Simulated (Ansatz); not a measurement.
Formation energies in the Al–Ti system, lowest calculated structure of each composition. These are PBEsol (plane waves to 420 eV, PAW, scalar-relativistic; Ansatz, a first-principles code) values and carry that method's errors. Element references, the lowest calculated here: Al (Fm-3m), Ti (P6₃/mmc).

```csv
phase,x(Ti),space group,E_f (eV/atom),above hull (eV/atom)
Al,0.000,Fm-3m,0.00,0.00
TiAl3,0.250,I4/mmm,-0.41,0.00
TiAl,0.500,P4/mmm,-0.41,0.00
Ti,1.000,P6₃/mmc,0.00,0.00
```

On the hull: TiAl, TiAl3.

This is the hull of the energies calculated here, no anion corrections; phases that were not calculated are missing from it. Values are rounded to 0.01 eV/atom. Not shown to be the ambient phase of their composition (a lower form may be missing, and a cell relaxed within its start's symmetry can be a saddle point): TiAl3 (I4/mmm). The compounds carry no spin polarisation.
